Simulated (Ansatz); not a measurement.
AgW (L1₀ or tetragonal B2, space group No. 123) is relaxed with plane-wave PAW PBE (Ansatz code). What lattice parameters of the conventional cell result?

a = 2.689 Å, c = 4.568 Å.

Space group P4/mmm (L1₀ or tetragonal B2). The start of the workflow was typed in or built on a structure type; neither database checked (COD, Materials Project) lists it. Its standing as an ambient phase is unchecked. The PBE relaxation kept the symmetry of its start; its stability against distortions is not shown here. No spin polarisation was allowed. Its formation energy is positive at this level, so the cell may be metastable or incomplete. Axis ratios of metals converge slowly with the k-mesh, so a and c are less sure than the volume. Scalar-relativistic: spin–orbit coupling is off unless named, which matters more the heavier the elements.

Potentials: the later of the program's two PAW sets.
